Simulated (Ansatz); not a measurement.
**Ansatz run, YZr6Ge6**

The input, for Ansatz 0.2.0 (plane waves, PAW):

```yaml
crystal:
  lattice:
    - [2.702014, 4.680022, 0.0]
    - [-2.702014, 4.680022, 0.0]
    - [0.0, 0.0, 8.928986]
  atoms:
    - { symbol: "Y", position: [0.0, 0.0, 0.5] }
    - { symbol: Zr, position: [0.5, 0.5, 0.25074] }
    - { symbol: Zr, position: [0.5, 0.0, 0.25074] }
    - { symbol: Zr, position: [0.0, 0.5, 0.25074] }
    - { symbol: Zr, position: [0.0, 0.5, 0.74926] }
    - { symbol: Zr, position: [0.5, 0.0, 0.74926] }
    - { symbol: Zr, position: [0.5, 0.5, 0.74926] }
    - { symbol: Ge, position: [0.0, 0.0, 0.17046] }
    - { symbol: Ge, position: [0.0, 0.0, 0.82954] }
    - { symbol: Ge, position: [0.6667, 0.6666, 0.0] }
    - { symbol: Ge, position: [0.3334, 0.3333, 0.0] }
    - { symbol: Ge, position: [0.6667, 0.6666, 0.5] }
    - { symbol: Ge, position: [0.3334, 0.3333, 0.5] }
  symmetry: { tolerance: 0.0003 }
kpoints:
  mp_grid: { grid: [6, 6, 3], shift: [0, 0, 0] }
  band_path:
    path:
      - [0.0, 0.0, 0.0]
      - [0.49999995, -1.9e-07, 0.0]
      - [0.66666648, 0.33333305, 0.0]
      - [0.0, 0.0, 0.0]
      - [0.0, 0.0, 0.5]
      - [0.49999995, -1.9e-07, 0.5]
      - [0.66666648, 0.33333305, 0.5]
      - [0.0, 0.0, 0.5]
      - [0.49999995, -1.9e-07, 0.5]
      - [0.49999995, -1.9e-07, 0.0]
      - [0.66666648, 0.33333305, 0.5]
    npoints: 6
magnetization:
  spin_polarized: false
scf:
  occupations: { method: cold, width: 0.1801 }
  lower_state_search: "off"
  max_iter: 200
hamiltonian:
  pseudopotentials: { kind: paw }
  xc: lda
basis:
  ecutwfc: 420
  fft_grid_basis: typed
output:
  forces: true
  stress: true
  eigenvalues: true
  populations: true
  elf: true
  write_potential: true
  volumetric_format: npy
  dos:
    e_range: [-12, 8]
    de: 0.05
    projected: { site_lists: { Ge: [Ge], "Y": ["Y"], Zr: [Zr] } }
checkpoint:
  read: saved_state
```

The saved state is an earlier solution for the same cell, perhaps on another mesh. 

Output (shortened):

```
Warning: the atoms were moved onto the symmetric positions of the space group found under crystal.symmetry.tolerance 3.0e-4 (fractional; no operation is sought that the atoms, as they stand in a round, miss by more than twice it, and no atom is moved by as much as it), and the run uses the moved positions.
Pseudopotentials: kind: paw
Pseudopotential: Y, paw, valence charge 11, recommended cutoff 420 eV (normal), Y.paw.azcp
Pseudopotential: Zr, paw, valence charge 12, recommended cutoff 420 eV (normal), Zr.paw.azcp
Pseudopotential: Ge, paw, valence charge 14, recommended cutoff 420 eV (normal), Ge.paw.azcp
Functional definition: SPW92
  exchange = slater_x
  correlation = pw_c
Crystal: 13 atoms, lattice volume = 225.823 Å³
Basis set: ecut = 420 eV, 4367 PW (Γ)
Bands: 101, of which v1, the nominal top of the filled ones, is band 84 counted from 1 (83 counted from 0)
Symmetry: 24 space group operations
Space group: P6/mmm (ITA 191), of the structure as read, at distance tolerance 1.8e-3 Å
k-points: 14 of 108
Initial density: read from a saved state, or passed on in memory by an earlier SCF of this step, an earlier step, the calling program or the single point that the run made first
Functional: x = slater, c = lda
SCF iter   1: F=—  Δρ=3.40e-3  dr2=8.92e-2
SCF iter   2: F=—  S|Δr|=    0.00e0  Δρ=1.62e-3  dr2=2.18e-2
SCF iter   3: F=—  S|Δr|=    0.00e0  Δρ=3.55e-4  dr2=9.08e-4
SCF iter   4: F=—  S|Δr|=    0.00e0  Δρ=1.48e-4  dr2=1.05e-4
SCF iter   5: F=—  S|Δr|=    0.00e0  Δρ=5.61e-5  dr2=1.12e-5
SCF iter   6: F=—  S|Δr|=    0.00e0  Δρ=1.15e-5  dr2=5.74e-7
SCF iter   7: F=-53509.4349 eV  S|Δr|=    0.00e0  Δρ=3.04e-6  dr2=4.11e-8
Free energy (F): -53509.4349 eV
Harris-Foulkes:  -53509.4349 eV  (|F-HF|=2.78e-8)
Internal energy: -53509.4151 eV  (E = F + TS)
E sigma→0 (E₀):  -53509.4283 eV
Entropy (-TS):   -0.0198 eV (-1.524 meV/atom)
Fermi energy:    15.1862 eV
--- Per-component energies (eV) ---
  E_band       = -789.8796
  E_kinetic    = 3056.7151
  E_local      = -16379.9396  (includes V_loc(G=0)·N_el)
  E_nonlocal   = 3095.4254
  E_hartree    = 6837.2842
  E_xc         = -1619.0279
  E_vxc        = -1776.2943  (∫ρ·V_xc dr)
  E_paw        = -31469.4035  (= ΣΔE_a)
  E_vpaw       = -2460.3498  (= ΣTr[D̂ρ^β])
  E_aug_tail   = 0.0018  (compensation charges beyond the density's cutoff)
  E_ewald      = -17044.4726
  E_core_change = 14.0019  (= ΣΔE_core)
  E_smearing   = -0.0198  (= −TS)
--- Forces (eV/Å), atoms counted from 1 ---
  atom   1  Y      0.0000     0.0000     0.0000
  atom   2  Zr     0.0000     0.0000    -0.0459
  atom   3  Zr     0.0000     0.0000    -0.0459
  atom   4  Zr     0.0000     0.0000    -0.0459
  atom   5  Zr     0.0000     0.0000     0.0459
  atom   6  Zr     0.0000     0.0000     0.0459
  atom   7  Zr     0.0000     0.0000     0.0459
  atom   8  Ge     0.0000     0.0000     0.2108
  atom   9  Ge     0.0000     0.0000    -0.2108
  atom  10  Ge     0.0000     0.0000     0.0000
  atom  11  Ge     0.0000     0.0000     0.0000
  atom  12  Ge     0.0000     0.0000     0.0000
  atom  13  Ge     0.0000     0.0000     0.0000
--- Stress (GPa, compression-positive) ---
       21.8541       0.0000       0.0000
        0.0000      21.8541       0.0000
        0.0000       0.0000      16.4054
  P = ⅓ Tr σ = 20.0378 GPa (200.378 kbar)
```

Total energies depend on the potentials used, so only differences within one code and one set of settings carry meaning.

Origin: a known structure type with other elements, at an estimated volume, so it need not be a known compound. Caveats: atoms or cell far from equilibrium; wide smearing.
